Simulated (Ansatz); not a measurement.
SnRu3C:
```yaml
crystal:
  lattice:
    - [4.09064, 0.00000, 0.00000]
    - [0.00000, 4.09064, 0.00000]
    - [0.00000, 0.00000, 4.09064]
  atoms:
    - { symbol: Sn, position: [0.00000, 0.00000, 0.00000] }
    - { symbol: Ru, position: [0.00000, 0.50000, 0.50000] }
    - { symbol: Ru, position: [0.50000, 0.00000, 0.50000] }
    - { symbol: Ru, position: [0.50000, 0.50000, 0.00000] }
    - { symbol: C, position: [0.50000, 0.50000, 0.50000] }
```

Relaxed with PBE. Special points in fractions of this cell's reciprocal vectors: Γ (0.000, 0.000, 0.000); X (0.000, 0.500, 0.000); M (0.500, 0.500, 0.000); R (0.500, 0.500, 0.500).

List the band energies nearest the Fermi level at these points for PBE with spin–orbit coupling (plane waves, PAW; program Ansatz).

In eV from the Fermi level; about four levels below and three above (degenerate sets whole), none deeper than 8.9 eV; points with the same levels are listed once.

| k | below | above |
|---|---|---|
| Γ | -0.74 -0.74 -0.74 -0.74 | 0.76 0.76 1.00 1.00 |
| X | -0.94 -0.94 -0.28 -0.28 | 1.10 1.10 1.33 1.33 |
| M | -0.41 -0.41 -0.14 -0.14 | 1.48 1.48 1.63 1.63 |
| R | -0.44 -0.44 -0.44 -0.44 | 0.76 0.76 0.89 0.89 0.89 0.89 |

Space group Pm-3m (anti-perovskite). The start of the workflow was typed in or built on a structure type; neither database checked (COD, Materials Project) lists it. Its standing as an ambient phase is unchecked. The cell was relaxed with PBE under the symmetry of its start; whether a distortion lowers the energy is not shown. No spin polarisation was allowed.

Potentials: the later of the program's two PAW sets.
